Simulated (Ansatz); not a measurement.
Relaxed NaCl (rock salt):

```
NaCl
1.0
    0.00000     2.84776     2.84776
    2.84776     0.00000     2.84776
    2.84776     2.84776     0.00000
Cl Na
1 1
Direct
  0.00000   0.00000   0.00000
  0.50000   0.50000   0.50000
```

Method: PBE (plane waves to 420 eV, PAW, scalar-relativistic; Ansatz, a program for electronic structure). k mesh 8×8×8 (Γ-centred), Fermi-Dirac smearing 0.05 eV. NaCl was relaxed with its symmetry unable to fall.

One atom of the cell was then moved (with its periodic images), all else fixed, and the forces (eV/Å) came out as:

```json
[
 {"atom": "Cl1", "Fx": "0.000", "Fy": "0.000", "Fz": "3.108"},
 {"atom": "Na2", "Fx": "0.000", "Fy": "0.000", "Fz": "-3.108"}
]
```

With two atoms only their relative shift counts; take Cl1 as fixed.

Q: Which atom was moved, and by which vector (Å)?

A: Na2, by (0.00, 0.00, 0.68), 0.68 Å in all.

(For displaced atoms, the force is minus the slope of the energy, and its curvature is a force constant, which sets phonon frequencies.)
